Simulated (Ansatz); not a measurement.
According to DFT-r²SCAN in the program Ansatz with PAW potentials, TaAg in the orthorhombic phase (Pmma; Ag on 2e, Ta on 2f) relaxes to a = 4.736 Å, b = 2.767 Å, c = 5.281 Å. Against the elements it lies at 0.41 eV/atom, with no fitted shifts.

Electronic character: metallic (no gap).

An equation-of-state fit gives a bulk modulus of 1630 kbar. Bader charges are Ag -0.59, Ta +0.59 e.

The start of the workflow was typed in or built on a structure type; neither database checked (COD, Materials Project) lists it. Whether it is the stable phase at ambient conditions was not checked. The r²SCAN relaxation kept the symmetry of its start; whether a distortion lowers the energy is not shown. The run is not spin-polarised. Its formation energy is positive at this level, so the cell may be metastable or incomplete. Axis ratios of metals converge slowly with the k-mesh, so a and c are less sure than the volume. The references are the lowest solids computed at this level, not always the standard phases. Scalar-relativistic: spin–orbit coupling is off unless named, which matters more the heavier the elements.

Potentials: the earlier of the program's two PAW sets.
